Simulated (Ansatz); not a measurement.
A: PbTe (rock salt), a = 6.5347 Å, b = 6.5347 Å, c = 6.5347 Å, α = 90.00°, β = 90.00°, γ = 90.00°
B: GaN (zinc blende), a = 4.498 Å, b = 4.498 Å, c = 4.498 Å, α = 90.00°, β = 90.00°, γ = 90.00°
C: NaCl (rock salt), a = b = c = 5.6077 Å, α = β = γ = 90.00°

Scan: energy over volume and axial ratio (atoms clamped). All come from one method, each on a k mesh of its own. All were relaxed with their symmetry unable to fall. Spin-orbit coupling is left out.

Task: Put the candidates in order of shear modulus C′ = (C11 − C12)/2 (fitted), lowest first, for r2SCAN (plane waves to 500 eV, PAW, scalar-relativistic; Ansatz, a first-principles code).

Result: C (24 GPa), A (54 GPa), B (66 GPa)

(Under strain, the slope of the energy per volume gives the stress and its curvature an elastic modulus.)
